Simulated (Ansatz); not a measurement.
CaF$_{2}$ (fluorite)

```yaml
crystal:
  lattice:
    - [0.00000, 2.71960, 2.71960]
    - [2.71960, 0.00000, 2.71960]
    - [2.71960, 2.71960, 0.00000]
  atoms:
    - { symbol: Ca, position: [0.00000, 0.00000, 0.00000] }
    - { symbol: F, position: [0.25000, 0.25000, 0.25000] }
    - { symbol: F, position: [0.75000, 0.75000, 0.75000] }
```

Grid over V/V₀ and (c/a)/(c/a)₀, subscript 0 meaning the relaxed cell; the conventional c axis lies along z; no internal relaxation.

All values below come from r2SCAN (plane waves to 500 eV, PAW, scalar-relativistic; Ansatz, an electronic-structure program). k mesh 11×11×11 (Γ-centred), Fermi-Dirac smearing 0.05 eV. Compression counts positive. CaF2 was relaxed with its symmetry unable to fall.

At one point of the scan the stress tensor (GPa) is:

```
   -1.7      0.0      0.0
    0.0     -1.7      0.0
    0.0      0.0      3.4
```

### Question
Which point is it?
A. V/V₀ = 0.980, (c/a)/(c/a)₀ = 0.920
B. V/V₀ = 1.000, (c/a)/(c/a)₀ = 0.960
C. V/V₀ = 1.000, (c/a)/(c/a)₀ = 0.920
D. V/V₀ = 1.040, (c/a)/(c/a)₀ = 0.960

### Answer
B, V/V₀ = 1.000, (c/a)/(c/a)₀ = 0.960

(Under strain, the slope of the energy per volume gives the stress and its curvature an elastic modulus.)
